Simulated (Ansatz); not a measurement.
Is this NaLi₃S₂ structure stable?

The structure comes from a generated guess, relaxed at this level; another structure or a mixture of phases may lie lower.

Theory: DFT PBE, scalar-relativistic, plane waves, PAW in Ansatz 0.2.0. Cutoff 420 eV, Γ-centred 6×6×4 mesh (6-atom cell), Gaussian smearing of 0.02 eV, no spin polarisation.

```cif
data_structure
_symmetry_space_group_name_H-M 'P-3m1'
_symmetry_Int_Tables_number 164
_cell_length_a 4.0791
_cell_length_b 4.0791
_cell_length_c 6.7195
_cell_angle_alpha 90.000
_cell_angle_beta 90.000
_cell_angle_gamma 120.000
_cell_volume 96.83
loop_
_atom_site_label
_atom_site_type_symbol
_atom_site_symmetry_multiplicity
_atom_site_Wyckoff_symbol
_atom_site_fract_x
_atom_site_fract_y
_atom_site_fract_z
_atom_site_occupancy
Na1 Na 1 a 0.00000 0.00000 0.00000 1
Li1 Li 1 b 0.00000 0.00000 0.50000 1
Li2 Li 2 d 0.66667 0.33333 0.66197 1
S1 S 2 d 0.66667 0.33333 0.28134 1
```

Energies over the elements count from the elements' standard structures at the same level, with no fitted energy shifts.

**Question.** These tests were run: energy against the elements; random kick, then relaxation without symmetry; phonons on a 2×2×1 q mesh. What do they show?

**Answer.**

| test | result |
| --- | --- |
| energy against the elements | −1.229 eV/atom |
| random kick, then relaxation without symmetry | returns |
| phonons on a 2×2×1 q mesh | no imaginary mode on the mesh, but the interpolation dips to 35i cm⁻¹ between its points |

It fails none of these tests outright. Whether a mixture of other phases lies lower isn't tested here. Undecided within the accuracy: phonons on a 2×2×1 q mesh.

The reference form of S is held partly by dispersion forces, which this level lacks. The kick test ran on a coarse mesh. The run for the phonons used a 6×6×4 k mesh.
